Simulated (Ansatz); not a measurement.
Os:
```cif
data_Os2
_chemical_formula_sum 'Os2'
_space_group_name_H-M_alt 'P 1'
_space_group_IT_number 1
_cell_length_a 2.71577
_cell_length_b 2.71577
_cell_length_c 4.28979
_cell_angle_alpha 90.000
_cell_angle_beta 90.000
_cell_angle_gamma 120.000
loop_
_space_group_symop_operation_xyz
  'x, y, z'
loop_
_atom_site_label
_atom_site_type_symbol
_atom_site_fract_x
_atom_site_fract_y
_atom_site_fract_z
_atom_site_occupancy
Os1 Os 0.33333 0.66667 0.75000 1
Os2 Os 0.66667 0.33333 0.25000 1
```

Relaxed with LDA.

Question: Which orbitals make up the states near the Fermi level in DFT-LDA in the program Ansatz with PAW potentials?

Answer: Within 0.5 eV of the Fermi level: Os 5d 93 %. Projections are on Löwdin-orthogonalised atomic valence shells; empty p or d shells of many metals are not among them.

Question: Tabulate the density of states.

Answer: States/eV per cell of 2 atoms, in 0.25 eV bins, energy from the Fermi level.

```csv
E (eV),total,Os 5d,Os 6s,Os 5p
-7.85,1.34,0.82,0.50,0.02
-7.60,1.48,0.96,0.49,0.02
-7.35,1.63,1.17,0.43,0.02
-7.10,1.93,1.51,0.39,0.02
-6.85,2.02,1.66,0.33,0.02
-6.60,2.28,1.99,0.26,0.02
-6.35,1.76,1.54,0.19,0.02
-6.10,1.51,1.34,0.14,0.02
-5.85,1.35,1.19,0.12,0.02
-5.60,2.58,2.32,0.19,0.03
-5.35,1.51,1.41,0.07,0.02
-5.10,1.98,1.85,0.08,0.02
-4.85,2.63,2.43,0.12,0.03
-4.60,2.53,2.32,0.14,0.03
-4.35,1.34,1.21,0.08,0.02
-4.10,0.78,0.71,0.05,0.01
-3.85,2.27,2.12,0.09,0.02
-3.60,3.41,3.16,0.15,0.03
-3.35,2.41,2.23,0.11,0.02
-3.10,2.42,2.22,0.13,0.02
-2.85,2.78,2.57,0.13,0.02
-2.60,2.59,2.39,0.11,0.02
-2.35,2.42,2.18,0.13,0.02
-2.10,2.86,2.55,0.16,0.02
-1.85,2.26,2.02,0.13,0.01
-1.60,1.89,1.69,0.10,0.01
-1.35,1.47,1.29,0.08,0.01
-1.10,1.46,1.29,0.07,0.01
-0.85,1.31,1.16,0.06,0.00
-0.60,1.28,1.14,0.05,0.00
-0.35,1.20,1.10,0.03,0.00
-0.10,1.16,1.07,0.03,0.00
0.15,1.18,1.09,0.03,0.00
0.40,1.16,1.09,0.03,0.00
0.65,1.26,1.19,0.03,0.00
0.90,1.34,1.28,0.04,0.00
1.15,1.69,1.61,0.05,0.00
1.40,2.00,1.90,0.07,0.00
1.65,2.18,2.07,0.08,0.00
1.90,2.63,2.51,0.09,0.00
2.15,2.85,2.72,0.10,0.00
2.40,2.85,2.71,0.10,0.00
2.65,1.91,1.75,0.11,0.00
2.90,0.63,0.46,0.12,0.00
3.15,0.58,0.38,0.14,0.00
3.40,0.56,0.34,0.15,0.00
3.65,0.55,0.30,0.16,0.00
3.90,0.55,0.28,0.17,0.00
4.15,0.55,0.26,0.18,0.00
4.40,0.55,0.23,0.19,0.00
4.65,0.53,0.20,0.19,0.00
```

Space group P6_3/mmc (hcp (Mg type)). The cell was relaxed with LDA under the symmetry of its start. No spin polarisation was allowed. Scalar-relativistic: spin–orbit coupling is off unless named, which matters more the heavier the elements.

Potentials: the earlier of the program's two PAW sets. The files were generated under PBE; for other functionals the program regenerates the frozen cores, and for LDA and PBEsol the local potential too.
